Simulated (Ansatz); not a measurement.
Input and command of a plane-wave DFT calculation in Ansatz:

```yaml
crystal:
  lattice:
    - [0.0, 2.259, 2.259]
    - [2.259, 0.0, 2.259]
    - [2.259, 2.259, 0.0]
  atoms:
    - { symbol: Hf, position: [0.0, 0.0, 0.0] }
    - { symbol: "N", position: [0.5, 0.5, 0.5] }
basis:
  ecutwfc: 420
kpoints:
  mp_grid: { grid: [20, 20, 20] }
hamiltonian:
  xc: pbe
scf:
  occupations: { method: gaussian, width: 0.1 }
output:
  forces: true
  stress: true
  eigenvalues: true
```

```bash
ansatz run input.yaml --threads 1 --pin off --max-ram 2560MiB --backend cpu --events-out ev --progress --plain --runs-dir out
```

Processor: AMD EPYC (Zen 3), 1 thread, on a host shared with other jobs.

Question: How long does it run, and how much memory does it take?

Answer: About 10 s on 1 thread of AMD EPYC (Zen 3) (shared host), peak memory 0.41 GiB. It solves 20 bands at 256 k points (the mesh reduced by the symmetry that the task leaves, which can be less than the crystal's) with about 459 plane waves, in 6 SCF iterations.
